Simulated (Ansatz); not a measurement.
The start is a generated cell, C placed in the dhcp structure type. A full variable-cell relaxation at zero pressure is run with PBE (plane waves to 420 eV, PAW, scalar-relativistic; Ansatz, a first-principles code). The first steps use a coarse 12×12×4 k-mesh.

Initial structure:
```yaml
crystal:
  lattice:
    - [2.18832, 0.00000, 0.00000]
    - [-1.09416, 1.89514, 0.00000]
    - [0.00000, 0.00000, 7.04094]
  atoms:
    - { symbol: C, position: [0.00000, 0.00000, 0.00000] }
    - { symbol: C, position: [0.00000, 0.00000, 0.50000] }
    - { symbol: C, position: [0.33333, 0.66667, 0.25000] }
    - { symbol: C, position: [0.66667, 0.33333, 0.75000] }
```

```yaml
initial_pressure: "-4 GPa (negative: the cell is under tension)"
outcome: The space group stays P6₃/mmc (No. 194) (the run could not lower it), with 4 atoms in the primitive cell
energy_released: 1.55 eV/atom
Shortest distances (start → end): "The closest pairs of elements (up to four, under 3.6 Å), start → end: C–C 2.17 → 1.79 Å"
optimiser_moves: 24
```

Final structure:

Space group P6₃/mmc (No. 194); a = 2.501 Å, b = 2.501 Å, c = 4.253 Å, α = 90.00°, β = 90.00°, γ = 120.00°

| atom | site | symmetry | x | y | z |
|---|---|---|---|---|---|
| C | 2a | -3m. | 0.0000 | 0.0000 | 0.0000 |
| C | 2d | -6m2 | 0.6667 | 0.3333 | 0.2500 |

Final values are on a 21×21×11 k-mesh of the relaxed cell. No spin polarisation in the result.

The run could not lose the symmetry of its start.

All atoms sit on sites fixed by symmetry, so only the cell could relax.
